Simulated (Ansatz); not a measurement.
SiC:
```
CELL_PARAMETERS angstrom
      3.07588     0.00000     0.00000
     -1.53794     2.66379     0.00000
      0.00000     0.00000     5.04757
ATOMIC_POSITIONS crystal
  Si 0.66667 0.33333 0.00051
  Si 0.33333 0.66667 0.50051
  C  0.66667 0.33333 0.62469
  C  0.33333 0.66667 0.12469
```

Relaxed with PBEsol. Independent-particle spectrum: no excitons, no local fields, no scissors shift; 0.1 eV broadening; ε₁ of the summed bands alone.

### Question
Tabulate the dielectric function from the program Ansatz at the PBEsol level (PAW).

### Answer


```tsv
E (eV)	ε₁ xx	ε₂ xx	ε₁ zz	ε₂ zz
0.0	7.27	0.00	7.63	0.00
0.3	7.28	0.00	7.64	0.00
0.6	7.31	0.00	7.68	0.00
0.9	7.37	0.00	7.75	0.00
1.2	7.45	0.00	7.84	0.00
1.5	7.55	0.00	7.96	0.00
1.8	7.69	0.00	8.12	0.00
2.1	7.87	0.00	8.33	0.00
2.4	8.08	0.00	8.58	0.00
2.7	8.34	0.00	8.89	0.00
3.0	8.66	0.00	9.28	0.00
3.3	9.06	0.00	9.77	0.00
3.6	9.57	0.00	10.41	0.00
3.9	10.24	0.00	11.28	0.00
4.2	11.18	0.01	12.55	0.00
4.5	12.65	0.17	14.77	0.01
4.8	14.76	1.50	20.31	3.69
5.1	15.76	3.06	17.05	8.50
5.4	17.47	4.62	17.37	10.73
5.7	22.57	10.33	15.81	15.57
6.0	18.99	17.48	10.71	17.93
6.3	10.15	20.88	6.53	18.36
6.6	5.25	21.68	3.33	17.65
6.9	-2.78	19.08	0.45	12.77
7.2	0.36	10.14	4.83	9.37
7.5	1.79	13.12	3.19	18.55
7.8	1.19	13.46	-2.14	15.63
8.1	-1.31	14.22	-2.57	13.27
8.4	-3.15	11.59	-4.54	13.15
8.7	-3.53	11.09	-5.79	10.57
9.0	-4.26	9.85	-6.03	8.62
9.3	-5.14	8.56	-5.54	6.45
9.6	-5.23	6.85	-4.71	5.78
9.9	-4.72	6.04	-4.33	5.35
10.2	-4.59	5.23	-4.15	4.82
10.5	-4.26	4.45	-3.97	4.21
10.8	-3.86	3.98	-3.61	4.06
11.1	-3.57	3.69	-3.64	3.57
11.4	-3.38	3.43	-3.43	3.26
11.7	-3.33	3.17	-3.22	2.84
12.0	-3.23	2.72	-3.00	2.63
```

### Question
From ε at 4.8 eV (xx: 14.76 + 1.50i), find n, k, the normal reflectivity and the absorption coefficient.

### Answer
n = 3.85, k = 0.195, R = 35 %, α = 2kE/ħc = 95000 cm⁻¹.

With all bands, ε∞ without local fields is 7.32 (xx = yy), 7.69 (zz). DFPT, with local fields, gives 7.02 (xx = yy), 7.39 (zz).

Space group P6_3mc (wurtzite). Symmetry was held in the PBEsol relaxation.

Potentials: the later of the program's two PAW sets.
